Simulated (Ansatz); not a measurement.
The relaxed structure here is a generated cell of PbS: the first start was made by a random draw of sites in a space group, and the end was not matched to a known phase here, so it may be hypothetical. Known forms of PbS include space group No. 225.

The end point of a relaxation of PbS. Method: PBEsol (plane waves to 420 eV, PAW, scalar-relativistic; Ansatz, a program for electronic structure).

```xyz
2
Lattice="3.4637 -2.0014 0.0000 3.4637 2.0014 0.0000 -0.0029 0.0000 3.8867" Properties=species:S:1:pos:R:3 pbc="T T T"
Pb     5.8086     0.0000     3.7382
S      1.1908     0.0000     2.1742
```

Find the space group and the Wyckoff positions (tolerance 0.01 Å).

Space group P3m1 (No. 156); a = b = 4.0016 Å, c = 3.8867 Å, α = β = 90.00°, γ = 120.00°

```json
[
 {"atom": "Pb", "site": "1b", "symmetry": "3m.", "x": "0.3333", "y": "0.6667", "z": "0.9618"},
 {"atom": "S", "site": "1a", "symmetry": "3m.", "x": "0.0000", "y": "0.0000", "z": "0.5594"}
]
```

Give the shortest distances between elements (the closest pairs, up to four, under 3.6 Å).

Pb–S 2.79 Å.

| Item | Result |
|---|---|
| Volume per atom | 26.94 Å³ |
| Band gap | 0.06 eV (no spin-orbit coupling) |

No spin polarisation in the result. Without spin-orbit coupling the bands of the heavy element are not split, so the gap can be far off.

It was reached from a disturbed copy of a P4/mmm (No. 123) cell, against which it lies -0.32 eV/atom.
